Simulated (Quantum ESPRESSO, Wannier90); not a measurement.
**Wannier functions of SrCd (CsCl type)**

```yaml
crystal:
  lattice:
    - [4.03563, 0.00000, 0.00000]
    - [0.00000, 4.03563, 0.00000]
    - [0.00000, 0.00000, 4.03563]
  atoms:
    - { symbol: Sr, position: [0.50000, 0.50000, 0.50000] }
    - { symbol: Cd, position: [0.00000, 0.00000, 0.00000] }
```

Materials Project entry mp-30496; symmetrised, unrelaxed at this level. COD (Crystallography Open Database) has an entry of this formula and space group (matched by these alone). Computed values, not measurements, from PBEsol: Quantum ESPRESSO (norm-conserving PseudoDojo potentials, cutoff 82 Ry, no spin polarisation, no spin-orbit coupling) on a Γ-centred 6×6×6 mesh, then Wannier90. Density: 10×10×10 mesh, cold smearing 0.01 Ry.

The plane-wave run has 37 bands and 30 electrons a cell. On the energy scale of pw.x, whose zero is arbitrary, the Fermi level lies at 8.90 eV.

Isolated groups of bands, relative to the Fermi level (bands from 14 on overlap up to the last one computed):

```tsv
bands	from (eV)	to (eV)	filling	weight on atomic waves
1	-102.56	-102.56	filled	Cd 4s 100 %
2–4	-63.63	-63.63	filled	Cd 4p 100 %
5	-35.72	-35.68	filled	Sr 4s 99 %
6–8	-17.88	-17.63	filled	Sr 4p 99 %
9–13	-8.57	-8.30	filled	Cd 4d 100 %
```

Input w.win, without the blocks of cell, atoms and k-points (216 lines):

```
num_bands = 29
num_wann = 18
exclude_bands = 1-8
num_iter = 800
conv_tol = 1.0e-6
conv_window = 4
dis_num_iter = 1000
dis_conv_tol = 1.0e-6
dis_froz_max = 19.45
write_hr = true
write_u_matrices = true
begin projections
Sr: s;p;d
Cd: s;p;d
end projections
mp_grid = 6 6 6
```

wannier90.x stops with:
```
dis_windows: More states in the frozen window than target WFs
```
At some k-point more bands lie below dis_froz_max than there are Wannier functions, and every frozen state has to fit into the subspace. Mended as below, all else unchanged, the run goes through (Ω_I = 23.9 Å²) and follows the plane-wave bands to 4.4 meV rms (states up to 1.0 eV relative to the Fermi level).
```
dis_froz_max = 10.40
```
